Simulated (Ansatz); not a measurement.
A scan (energy against volume; even scaling of the relaxed cell, symmetry kept) gave these values. Computed with r2SCAN (plane waves to 500 eV, PAW, scalar-relativistic; Ansatz, a program for electronic structure).

The bulk modulus B₀ (third-order Birch-Murnaghan fit) is 77.4 GPa. The pressure derivative B₀′ (fit) is 4.2 and the equilibrium volume of the fit is 7.94 Å³/atom.

Of these crystals, all scanned alike, which one is it?
(A) Cs (bcc, W type)
(B) NaF (rock salt)
(C) LiF (rock salt)
(D) BaTiO₃ (cubic perovskite)

C, LiF (rock salt). The others have, for the bulk modulus: BaTiO3 180 GPa, Cs 1.8 GPa, NaF 54.4 GPa

All were relaxed with their symmetry unable to fall. BaTiO3 is run without spin polarisation. The relaxed volume of Cs is well above the measured one; the method has no dispersion term. This is a high-temperature form of BaTiO3.

(A scan under strain: stresses follow from slopes of the energy per volume, elastic moduli from its curvatures.)
